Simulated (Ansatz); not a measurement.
PtC:
```xyz
2
Lattice="3.0195 0.0000 0.0000 -1.5097 2.6149 0.0000 0.0000 0.0000 2.8732" Properties=species:S:1:pos:R:3 pbc="T T T"
Pt     0.0000     0.0000     0.0000
C      0.0000     1.7433     1.4366
```

Relaxed with PBE. Special points in fractions of this cell's reciprocal vectors: Γ (0.000, 0.000, 0.000); M (0.500, 0.000, 0.000); K (0.333, 0.333, 0.000); A (0.000, 0.000, 0.500); L (0.500, 0.000, 0.500); H (0.333, 0.333, 0.500).

Task: List the band energies nearest the Fermi level at these points for DFT-PBE in the program Ansatz with PAW potentials.

Result: In eV from the Fermi level; about four levels below and three above (degenerate sets whole), none deeper than 8.9 eV; … stands for higher levels left out; points with the same levels are listed once.

```csv
k,below,above
Γ,-5.55 -5.55 -2.43 -2.43 -0.91,2.39 2.39 …
M,-2.80 -2.71 -0.79 -0.64,3.29 …
K,-3.50 -2.44 -2.07 -1.43,4.14 …
A,-4.91 -4.91 -4.13 -4.13 -1.03,1.89 1.89 …
L,-5.53 -2.15 -1.72 -1.08,1.47 4.11 …
H,-6.93 -3.78 -3.38 -1.45,0.36 1.57 4.24
```

Space group P-6m2. The start of the workflow was typed in or built on a structure type; neither database checked (COD, Materials Project) lists it. Whether it is the stable phase at ambient conditions was not checked. The cell was relaxed with PBE under the symmetry of its start; its stability against distortions is not shown here. The run is not spin-polarised. Its formation energy is positive at this level, so the cell may be metastable or incomplete. Scalar-relativistic: spin–orbit coupling is off unless named, which matters more the heavier the elements.

Potentials: the earlier of the program's two PAW sets.
